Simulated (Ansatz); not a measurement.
Calculated 14N nuclear quadrupole resonance for VN₂

Cell: a measured structure from the Crystallography Open Database (COD) whose atoms were relaxed with PBE, the cell held.

Space group I4/mcm (No. 140); a = 4.3015, c = 4.9827 Å.

```
site  Wyckoff  site symmetry       x       y       z
   V       4a            422  0.0000  0.0000  0.2500
   N       8h           m.2m  0.6135  0.1135  0.0000
```

One atom of each set is listed; the run and its k-mesh use a cell of 6 atoms with edges of 3.93, 3.93, 3.93 Å.

All values are calculated (Ansatz; DFT, PBE, plane waves and PAW, scalar-relativistic, collinear spin, 420 eV cutoff, Γ-centred 11×11×11 k-points, Fermi–Dirac smearing 0.05 eV), not measured. Start moments as typed (μB): 1.5 on each V, none on the rest.

14N: I = 1, Q = 20.44 mb (year-2017 value). Static lattice, zero field.

Problem. Predict the zero-field 14N lines of each site.

Solution. For I = 1 the lines are ν± = (3/4)|C_Q|(1 ± η/3) and ν₀ = |C_Q|η/2.

```
site  atoms  V_zz (10²¹ V/m²)  C_Q (MHz)     η  line frequencies (MHz)
   N      4              5.74       2.84  0.17       0.240, 2.01, 2.25
```

The structure holds N–N bonds (1.38 Å). At N V_zz points along its shortest bond, to N (within 1°).

With no gap above 0.1 eV, as in a metal, the gradients converge slowly in k; expect changes of a tenth or more on a denser mesh. The start moments die out, and the run ends without spin.
